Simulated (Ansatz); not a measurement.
One crystal and one scan (generalised stacking-fault energy along a line) at two levels, PBE (plane waves to 420 eV, PAW, scalar-relativistic; Ansatz, an electronic-structure program) and PBEsol (plane waves to 420 eV, PAW, scalar-relativistic; Ansatz), each from its own relaxed cell and on its own mesh. The cell shown is that of PBE.

KI (rock salt) is sheared across one {100} plane: the third cell vector gains the shift, so faults repeat every 10.8 Å. The cut lies between planes 3.59 Å apart; the cell height is held.

```yaml
crystal:
  lattice:
    - [5.07792, 0.00000, 0.00000]
    - [0.00000, 5.07792, 0.00000]
    - [2.53896, 2.53896, 10.77189]
  atoms:
    - { symbol: I, position: [0.00000, 0.00000, 0.83333] }
    - { symbol: I, position: [0.33333, 0.33333, 0.16667] }
    - { symbol: I, position: [0.66667, 0.66667, 0.50000] }
    - { symbol: K, position: [0.50000, 0.50000, 0.83333] }
    - { symbol: K, position: [0.83333, 0.83333, 0.16667] }
    - { symbol: K, position: [0.16667, 0.16667, 0.50000] }
```

In-plane vectors a = (5.078, 0.000) Å, b = (0.000, 5.078) Å, area 25.79 Å². The shift is s times the vector a (length 5.078 Å), so s = 1 restores the start. The shift is rigid: no atom relaxes. γ = [E(shift) − E(0)] / area.

E is the zero-smearing estimate. KI was relaxed with its symmetry unable to fall. Spin-orbit coupling is left out, though I is heavy. Faults lie only 10.5 Å apart, and holding the cell height and the atoms raises γ above its relaxed value. Faults lie only 10.8 Å apart, and holding the cell height and the atoms raises γ above its relaxed value. Percentages come from the unrounded values. Both scans cover s from 0.000 to 0.917.

Results of PBE:

| Item | Value |
|---|---|
| Lattice constant a (Å) | 7.181 |
| Highest computed γ on the line (mJ/m²) | 167 |
| Position of the highest point | s = 0.500 |
| Local minima between the ends | no computed point is one |

Q: What does PBEsol give for the same quantities?

A: 
```json
[
 {"quantity": "Lattice constant a (Å)", "PBEsol": "7.007", "PBE − PBEsol": "+0.174 (+2.5 %)"},
 {"quantity": "Highest computed γ on the line (mJ/m²)", "PBEsol": "159", "PBE − PBEsol": "+8 (+5 %)"}
]
```

PBE gives the higher value for: lattice constant a; highest computed γ on the line. Both give the same position of the highest point: s = 0.500. Neither level is exact: the differences show how much the result hangs on the functional.

(The slope of γ gives the shear force per area between the displaced halves; near zero shift its curvature is an elastic stiffness.)
